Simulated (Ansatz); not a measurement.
Data:

KLuS₂:
```cif
data_K3Lu3S6
_chemical_formula_sum 'Lu3 K3 S6'
_space_group_name_H-M_alt 'R-3m :H'
_space_group_IT_number 166
_space_group_name_Hall '-R 3 2"'
_cell_length_a 3.90898
_cell_length_b 3.90898
_cell_length_c 21.71087
_cell_angle_alpha 90.000
_cell_angle_beta 90.000
_cell_angle_gamma 120.000
loop_
_atom_site_label
_atom_site_type_symbol
_atom_site_symmetry_multiplicity
_atom_site_Wyckoff_symbol
_atom_site_fract_x
_atom_site_fract_y
_atom_site_fract_z
_atom_site_occupancy
Lu1 Lu 3 b 0.00000 0.00000 0.50000 1
K1 K 3 a 0.00000 0.00000 0.00000 1
S1 S 6 c 0.00000 0.00000 0.23341 1
```
(The calculation used a cell of 4 atoms; values per cell refer to that cell.)

This is the PBEsol-relaxed structure.

Problem. All from plane-wave PAW PBEsol (Ansatz code), unless another level is named. Predict the formation energy from the elements (no fitted shifts).

Solution. -1.89 eV/atom.

Problem. Next, the gap with spin–orbit coupling?

Solution. 2.05 eV.

Problem. What about the electron effective mass with spin–orbit coupling?

Solution. 0.28, 0.51, 1.8 mₑ (principal values).

Problem. And the band gap?

Solution. 2.10 eV (indirect).

The workflow started from an entry of the Crystallography Open Database (COD, 301 K). Its standing as an ambient phase is unchecked. Symmetry was held in the PBEsol relaxation; of distortions, only those at the zone centre were tested. The references are the lowest solids computed at this level, not always the standard phases. Scalar-relativistic: spin–orbit coupling is off unless named, which matters more the heavier the elements.

Potentials: the later of the program's two PAW sets.
